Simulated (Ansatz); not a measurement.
Level of theory: Ansatz, DFT PBE, scalar-relativistic, plane waves, PAW, and for the lanthanide a 4f-in-core norm-conserving potential. All cells share a 660 eV cutoff and Γ-centred k meshes spaced about 0.3 Å⁻¹ or finer (0.25 for metals, 2π included). No spin polarisation in the final relaxations.

These are static total energies at zero pressure. All come from trial cells, and lower structures may exist.

Question: Order these relaxed structures of PrHRh3 by energy, lowest first, with the energy over the lowest of them.
1.

```cif
data_structure
_symmetry_space_group_name_H-M 'P4/mmm'
_symmetry_Int_Tables_number 123
_cell_length_a 3.5194
_cell_length_b 3.5194
_cell_length_c 6.1407
_cell_angle_alpha 90.000
_cell_angle_beta 90.000
_cell_angle_gamma 90.000
_cell_volume 76.06
loop_
_atom_site_label
_atom_site_type_symbol
_atom_site_symmetry_multiplicity
_atom_site_Wyckoff_symbol
_atom_site_fract_x
_atom_site_fract_y
_atom_site_fract_z
_atom_site_occupancy
Pr1 Pr 1 d 0.50000 0.50000 0.50000 1
H1 H 1 b 0.00000 0.00000 0.50000 1
Rh1 Rh 1 c 0.50000 0.50000 0.00000 1
Rh2 Rh 2 g 0.00000 0.00000 0.79710 1
```

2.

```cif
data_structure
_symmetry_space_group_name_H-M 'R3m:H'
_symmetry_Int_Tables_number 160
_cell_length_a 5.9063
_cell_length_b 5.9063
_cell_length_c 7.2461
_cell_angle_alpha 90.000
_cell_angle_beta 90.000
_cell_angle_gamma 120.000
_cell_volume 218.91
loop_
_atom_site_label
_atom_site_type_symbol
_atom_site_symmetry_multiplicity
_atom_site_Wyckoff_symbol
_atom_site_fract_x
_atom_site_fract_y
_atom_site_fract_z
_atom_site_occupancy
Pr1 Pr 3 a 0.33333 0.66667 0.66153 1
H1 H 3 a 0.33333 0.66667 0.23632 1
Rh1 Rh 9 b 0.49676 0.50324 0.99638 1
```

3.

```cif
data_structure
_symmetry_space_group_name_H-M 'P6_3/mcm'
_symmetry_Int_Tables_number 193
_cell_length_a 4.7160
_cell_length_b 4.7160
_cell_length_c 9.7606
_cell_angle_alpha 90.000
_cell_angle_beta 90.000
_cell_angle_gamma 120.000
_cell_volume 188.00
loop_
_atom_site_label
_atom_site_type_symbol
_atom_site_symmetry_multiplicity
_atom_site_Wyckoff_symbol
_atom_site_fract_x
_atom_site_fract_y
_atom_site_fract_z
_atom_site_occupancy
Pr1 Pr 2 b 0.00000 0.00000 0.00000 1
H1 H 2 a 0.00000 0.00000 0.25000 1
Rh1 Rh 6 g 0.62755 0.00000 0.25000 1
```

Answer: 2 (0 meV/atom), 1 (128 meV/atom), 3 (214 meV/atom). Forms: 2 R3m; 1 P4/mmm; 3 P6_3/mcm. Counting Pr or Rh atoms around H (for each partner element, those within 1.25 times its shortest distance or 1.15 times the sum of covalent radii, where it is the nearest in units of that sum or under 1.3): cell 2 has H 3; cell 1 has H 6; cell 3 has H 5.

With hydrogen, zero-point motion can shift such differences by 10 meV/atom or more. Cells relaxed within their symmetry can be saddle points. Some types were kept out of the candidates beforehand, so the set may lack a known form.

The lanthanide is trivalent by construction, without f bands, f moments or other valences.
